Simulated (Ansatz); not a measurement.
Input for Ansatz (plane-wave DFT, PAW):

```yaml
crystal:
  lattice:
    - [2.7951585985, 0.0, 0.0]
    - [0.0, 4.9116531041, 0.0]
    - [0.0, 0.0, 25.895185751]
  atoms:
    - { symbol: Ti, position: [0.0, 0.3238601685, 0.3282463421] }
    - { symbol: Al, position: [0.5, 0.8238601685, 0.3282463421] }
    - { symbol: Ti, position: [0.0, 0.6477203369, 0.4170039696] }
    - { symbol: Al, position: [0.5, 0.1477203369, 0.4170039696] }
    - { symbol: Ti, position: [0.0, 0.9714622164, 0.5052707184] }
    - { symbol: Al, position: [0.5, 0.4712922267, 0.5060950249] }
    - { symbol: Ti, position: [0.0, 0.2846919189, 0.5916210053] }
    - { symbol: Al, position: [0.5, 0.7827906297, 0.596752324] }
    - { symbol: H, position: [0.6666666667, 1.2827906297, 0.6562228378] }
basis:
  ecutwfc: 420
kpoints:
  mp_grid: { grid: [10, 6, 1] }
hamiltonian:
  xc: pbesol
scf:
  occupations: { method: gaussian, width: 0.1 }
output:
  forces: true
  eigenvalues: true
relax:
  adjacent_minimum: "off"
  f_tol: 0.02
  max_steps: 25
  constraints: [{ sites: [0, 1, 2, 3, 4, 5, 6, 7] }, { site: 8, fix: xy }]
efield:
  axis: 3
  dipole_correction: true
  ramp_width: 0.04
```

Command:
```bash
ansatz run input.yaml --threads 1 --pin off --max-ram 2560MiB --backend cpu --events-out ev --progress --plain --runs-dir out
```

Level of theory: DFT PBEsol, scalar-relativistic, plane waves, PAW (Ansatz 0.2.0).

Part of what the program printed, abridged (final results; tables in files aren't shown):

```
SCF converged after 4 iterations
Free energy (F): -12009.809726 eV
Harris-Foulkes:  -12009.809726 eV  (|F-HF|=2.47e-7)
Internal energy: -12009.765463 eV  (E = F + TS)
E sigma→0 (E₀):  -12009.787595 eV
Entropy (-TS):   -0.044263 eV (-4.918 meV/atom)
Fermi energy:    1.060432 eV
Dipole field:    D = -0.034679 V/Å  (p = -0.068132 e·Å, saw-weighted, corrected)
Work function:   Φ+ = 5.1665 eV   Φ− = 4.2685 eV
Levels:          The Fermi level and band energies are counted from a zero that moves with the ramp; work functions are not
--- Per-component energies (eV) ---
  E_band       = -1248.942574
  E_kinetic    = 1195.123158
  E_local      = -48604.789923  (includes V_loc(G=0)·N_el)
  E_nonlocal   = 83.972007
  E_hartree    = 23695.266662
  E_xc         = -551.870947
  E_vxc        = -612.280773  (∫ρ·V_xc dr)
  E_paw        = -5911.651088  (= ΣΔE_a)
  E_vpaw       = -699.948898  (= ΣTr[D̂ρ^β])
  E_aug_tail   = -0.000627  (compensation charges beyond the density's cutoff)
  E_efield     = 0.001181  (sawtooth field / dipole correction)
  E_vefield    = -1.549051  (∫n·V_field dr)
  E_ewald      = 18083.550020
  E_core_change = 0.634093  (= ΣΔE_core)
  E_smearing   = -0.044263  (= −TS)
--- Forces (eV/Å), atoms counted from 1 ---
  atom   1  Ti    -0.00541280     0.04036393     0.36923016
  atom   2  Al    -0.00244632     0.10569475    -0.24228312
  atom   3  Ti     0.01138331    -0.08109292     0.11423125
  atom   4  Al    -0.00321528    -0.01163445    -0.21012859
  atom   5  Ti     0.00126501    -0.15980179    -0.05519949
  atom   6  Al     0.03230766     0.08924524    -0.06277118
  atom   7  Ti     1.18989970     0.32489230     0.10482107
  atom   8  Al     0.11730340    -0.15169895    -0.01027610
  atom   9  H     -1.34107329    -0.15597884    -0.00760683
--- Band table (eV; the first three rows and the last of 32) ---
  k-point 0: bands = ["-55.5651", "-55.2842", "-55.1865", "-55.1519", "-32.1091", "-31.9620", "-31.8021", "-31.7388", "-31.6993", "-31.6708", "-31.5543", "-31.5160", "-31.3425", "-31.3186", "-31.2348", "-31.2102", "-7.7334", "-6.7642", "-5.4192", "-4.2355", "-2.5925", "-1.4027", "-1.3221", "-1.1545", "-0.7799", "-0.1090", "0.1077", "0.2589", "0.6358", "0.7012", "0.8363", "1.0051", "1.1988", "1.4888", "2.3379", "2.7273", "2.9531", "3.1998", "3.2433", "3.2635"]
  k-point 1: bands = ["-55.5651", "-55.2841", "-55.1864", "-55.1519", "-32.1092", "-31.9626", "-31.8025", "-31.7414", "-31.6998", "-31.6686", "-31.5544", "-31.5160", "-31.3425", "-31.3185", "-31.2348", "-31.2103", "-7.5617", "-6.6125", "-5.3282", "-4.2247", "-2.9047", "-2.3109", "-1.5672", "-1.0526", "-0.5134", "-0.0770", "0.0458", "0.2811", "0.4977", "0.6288", "0.7700", "0.9100", "1.3142", "1.7548", "2.2879", "2.8762", "2.9505", "3.1700", "3.2211", "3.2697"]
  k-point 2: bands = ["-55.5650", "-55.2841", "-55.1863", "-55.1521", "-32.1096", "-31.9639", "-31.8034", "-31.7463", "-31.7007", "-31.6646", "-31.5545", "-31.5160", "-31.3423", "-31.3183", "-31.2346", "-31.2105", "-7.0822", "-6.2514", "-5.3135", "-4.2548", "-3.6190", "-2.7346", "-2.2745", "-1.2707", "-0.6393", "-0.3904", "-0.0978", "0.3522", "0.4721", "0.6613", "0.8056", "1.0191", "1.5291", "1.9012", "2.4659", "2.9208", "3.0573", "3.0743", "3.2064", "3.2253"]
  k-point 31: bands = ["-55.5011", "-55.2182", "-55.1202", "-55.0873", "-32.0494", "-32.0213", "-31.8998", "-31.8642", "-31.7572", "-31.7295", "-31.7175", "-31.6736", "-31.6341", "-31.6003", "-31.4911", "-31.2770", "-3.6551", "-2.9532", "-2.2258", "-2.1209", "-2.0267", "-1.8036", "-1.6509", "-1.0133", "-0.3968", "-0.2531", "-0.0567", "0.5037", "0.5614", "0.9332", "1.2842", "1.3479", "1.4347", "1.5304", "1.6128", "2.1929", "2.3603", "2.4822", "2.6131", "2.9591"]
--- Relaxed structure (3 steps of the walk, 3 accepted, 0 SCFs on fresh bases) ---
  F+E_penalty+E_count = -12009.80972633 eV   max|allowed force component| = 7.607e-3 eV/Å
  atoms:
    - { symbol: Ti, position: [0.0, 0.3238601685, 0.32824634] }
    - { symbol: Al, position: [0.5, 0.8238601685, 0.32824634] }
    - { symbol: Ti, position: [0.0, 0.6477203369, 0.41700396] }
    - { symbol: Al, position: [0.5, 0.1477203369, 0.41700396] }
    - { symbol: Ti, position: [0.0, 0.9714622164, 0.50527071] }
    - { symbol: Al, position: [0.5, 0.4712922267, 0.50609502] }
    - { symbol: Ti, position: [0.0, 0.2846919189, 0.59162100] }
    - { symbol: Al, position: [0.5, 0.78279062, 0.59675232] }
    - { symbol: H, position: [0.6666666667, 1.2827906297, 0.64869248] }
```

The relaxation met its thresholds.

Time: 66 s on 1 thread of Intel(R) Xeon(R) 6975P-C (Granite Rapids) (shared host), peak memory 0.73 GiB.